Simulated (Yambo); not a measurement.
Li$_{3}$As (space group P6_3/mmc, No. 194), G0W0@LDA (Yambo, plasmon pole, terminator in G, 3×3×2 mesh): gap Γ → K in eV by bands and screening block.

```
bands (W and G)  2 Ry  3 Ry  5 Ry  6 Ry  8 Ry
---------------  ----  ----  ----  ----  ----
55               1.46  1.53  1.60  1.61  1.63
87               1.40  1.50  1.61  1.63  1.65
129              1.39  1.51     …  1.67  1.71
181              1.39  1.51     …  1.70  1.75
234              1.39     …  1.67  1.72  1.78
```

Task: Estimate the withheld gaps from their neighbours; the computed values follow.

Result: 
- 129, 5 Ry: 1.64
- 181, 5 Ry: 1.66
- 234, 3 Ry: 1.52

The largest settings aren't shown to be the converged limit.

The standard potential for As keeps a d shell in the valence without the s and p states of that shell. In tests on such compounds this moved G0W0 gaps by up to about 0.9 eV, so absolute quasiparticle energies here are unreliable; differences between settings are what counts.

Spin-orbit coupling is not included.

Geometry of the Materials Project entry, not relaxed at this level; primitive cell a = b = 4.3415 Å, c = 7.7456 Å, α = β = 90.00°, γ = 120.00°.
